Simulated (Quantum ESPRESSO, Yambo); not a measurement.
LiLa2O3H (space group Immm, No. 71). The geometry is that of Materials Project entry mp-24148, symmetrised and not relaxed again. Chain: PBEsol (Quantum ESPRESSO, PseudoDojo norm-conserving, 110 Ry, no spin-orbit coupling); G0W0 in Yambo (4×4×4 Γ-centred k mesh, bands 2 to 101 and a 6 Ry block in the screening, 101 bands in G with the Bruneval-Gonze terminator, plasmon pole fitted at 27.2 eV); BSE (6×6×6 mesh, 6 valence and 10 conduction bands, static screening with 54 bands and a 3 Ry block, scissor 1.47 eV, Tamm-Dancoff).

```yaml
PBEsol gap (dense path): 1.83 eV
PBEsol gap (0, -0.5, -0.5) → (0.25, 0.25, -0.25) on the GW mesh: 1.83 eV
PBEsol smallest direct gap on the GW mesh, at (-0.5, -0.5, -0.5): 2.61 eV
G0W0 direct gap at that point: 4.08 eV
G0W0 correction to the gap (0, -0.5, -0.5) → (0.25, 0.25, -0.25): 1.45 eV
lowest_exciton: no binding energy given (see below)
```

Rough cost of the Yambo steps against G0W0 for 14 states: BSE within a factor of two.

Convergence of the G0W0 settings was not tested. The BSE states are vertical excitations (zero momentum); the indirect quasiparticle gap, about 3.29 eV, is smaller than the direct one (4.08 eV on the GW mesh). The lowest state covers only about 3 of the 216 k points, so the mesh doesn't resolve it: its energy and its distance from the direct gap are mesh artefacts. An extended exciton needs a far denser mesh. Axes are Cartesian, with cell vectors (Å) (-1.79, 1.90, 6.47), (1.79, -1.90, 6.47), (1.79, 1.90, -6.47).

The 4f states are in the valence at their DFT position.

The structure is a Materials Project entry; no match was found in the copy of COD used, and its stability was not checked.
